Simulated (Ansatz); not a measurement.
Relaxation of a randomly generated symmetric cell of NbP (space group No. 38); 2 atoms in the cell, which starts as Amm2 (No. 38), oS4; a = 4.227 Å, b = 3.592 Å, c = 4.828 Å, α = β = γ = 90.00°. All values below come from PBE (plane waves to 420 eV, PAW, scalar-relativistic; Ansatz, a quantum-chemistry and plane-wave program). Γ-centred k-mesh 6×8×8 on the run's cell (coarser than for final values), Fermi–Dirac smearing 0.05 eV. This is the first round of the run. 

The optimiser's lines from the output (shortened; P is positive under compression):

```
relax step   1: F+E_penalty+E_count = -5308.18565533 eV  Δ(F+E_penalty+E_count) = +0.000e0 eV  max|allowed force component| = 5.145e-1 eV/Å  Δτ_max = 0.0000 Å  P = -20.194 GPa  Ω = 36.658 Å³  (6 SCF iters, dr2 threshold 1.00e-7 eV, accepted)
relax step   2: F+E_penalty+E_count = -5308.73269394 eV  Δ(F+E_penalty+E_count) = -5.470e-1 eV  max|allowed force component| = 5.249e-1 eV/Å  Δτ_max = 0.0322 Å  P = -12.782 GPa  Ω = 33.824 Å³  (6 SCF iters, dr2 threshold 2.00e-7 eV, accepted)
relax step   3: F+E_penalty+E_count = -5309.19090442 eV  Δ(F+E_penalty+E_count) = -4.582e-1 eV  max|allowed force component| = 3.480e-1 eV/Å  Δτ_max = 0.0421 Å  P = -4.705 GPa  Ω = 32.057 Å³  (6 SCF iters, dr2 threshold 2.00e-7 eV, accepted)
relax step   4: F+E_penalty+E_count = -5309.61055679 eV  Δ(F+E_penalty+E_count) = -4.197e-1 eV  max|allowed force component| = 1.874e-2 eV/Å  Δτ_max = 0.0351 Å  P = +2.057 GPa  Ω = 31.114 Å³  (6 SCF iters, dr2 threshold 2.00e-7 eV, accepted)
relax step   5: F+E_penalty+E_count = -5309.87060345 eV  Δ(F+E_penalty+E_count) = -2.600e-1 eV  max|allowed force component| = 9.283e-2 eV/Å  Δτ_max = 0.0170 Å  P = +4.846 GPa  Ω = 30.973 Å³  (6 SCF iters, dr2 threshold 2.00e-7 eV, accepted)
relax step   6: F+E_penalty+E_count = -5309.97765722 eV  Δ(F+E_penalty+E_count) = -1.071e-1 eV  max|allowed force component| = 1.884e-2 eV/Å  Δτ_max = 0.0139 Å  P = +2.699 GPa  Ω = 31.488 Å³  (6 SCF iters, dr2 threshold 2.00e-7 eV, accepted)
relax step   7: F+E_penalty+E_count = -5310.00096617 eV  Δ(F+E_penalty+E_count) = -2.331e-2 eV  max|allowed force component| = 6.377e-4 eV/Å  Δτ_max = 0.0077 Å  P = +0.162 GPa  Ω = 32.034 Å³  (6 SCF iters, dr2 threshold 2.00e-7 eV, accepted)
relax step   8: F+E_penalty+E_count = -5310.00124121 eV  Δ(F+E_penalty+E_count) = -2.750e-4 eV  max|allowed force component| = 8.297e-4 eV/Å  Δτ_max = 0.0012 Å  P = -0.010 GPa  Ω = 32.073 Å³  (6 SCF iters, dr2 threshold 2.00e-7 eV, accepted)
relax step   9: F+E_penalty+E_count = -5310.00124934 eV  Δ(F+E_penalty+E_count) = -8.127e-6 eV  max|allowed force component| = 3.336e-4 eV/Å  Δτ_max = 0.0002 Å  P = +0.011 GPa  Ω = 32.071 Å³  (6 SCF iters, dr2 threshold 1.36e-8 eV, accepted)
relax step  10: F+E_penalty+E_count = -5310.00725048 eV  Δ(F+E_penalty+E_count) = -6.001e-3 eV  max|allowed force component| = 2.928e-3 eV/Å  Δτ_max = 0.0000 Å  P = +0.283 GPa  Ω = 32.071 Å³  stress off target by 7.94e-1 GPa  SCF on the basis re-selected at this cell (its energy is not comparable with the rows above)  (6 SCF iters)
relax step  11: F+E_penalty+E_count = -5310.00762147 eV  Δ(F+E_penalty+E_count) = -3.710e-4 eV  max|allowed force component| = 4.429e-4 eV/Å  Δτ_max = 0.0015 Å  P = +0.008 GPa  Ω = 32.134 Å³  (6 SCF iters, dr2 threshold 2.00e-7 eV, accepted)
relax step  12: F+E_penalty+E_count = -5310.00762567 eV  Δ(F+E_penalty+E_count) = -4.198e-6 eV  max|allowed force component| = 1.767e-5 eV/Å  Δτ_max = 0.0002 Å  P = -0.002 GPa  Ω = 32.138 Å³  (6 SCF iters, dr2 threshold 1.21e-8 eV, accepted)
relax step  13: F+E_penalty+E_count = -5310.00764011 eV  Δ(F+E_penalty+E_count) = -1.444e-5 eV  max|allowed force component| = 2.045e-5 eV/Å  Δτ_max = 0.0000 Å  P = -0.001 GPa  Ω = 32.138 Å³  stress off target by 2.50e-3 GPa  SCF on the basis re-selected at this cell (its energy is not comparable with the rows above)  (8 SCF iters)
```

From the first to the last row the energy changes by -0.91 eV/atom and the volume by -12.3 %. The last row is marked as not comparable with the walk above it, whose basis was carried along; it does compare with step 1, since both stand on a basis selected at the nominal cutoff for their own cell.

Later rounds, restarted from the end of this one on a renewed k-mesh, logged 9 more steps and released under 0.01 eV/atom more. The final structure after all rounds: P-6m2 (No. 187), hP2, AFLOW prototype AB_hP2_187_d_a (B_h, as in WC); a = b = 3.330 Å, c = 3.341 Å, α = β = 90.00°, γ = 120.00°. Between re-selections the logged energies stand on a plane-wave basis carried along with the cell. No spin polarisation in the result.

The run could not lose the symmetry of its start; a randomly shaken copy of 4 atoms returns to this structure.

The relaxed structure here is a generated cell of NbP: the first start was made by a random draw of sites in a space group, and the end was not matched to a known phase here, so it may be hypothetical.
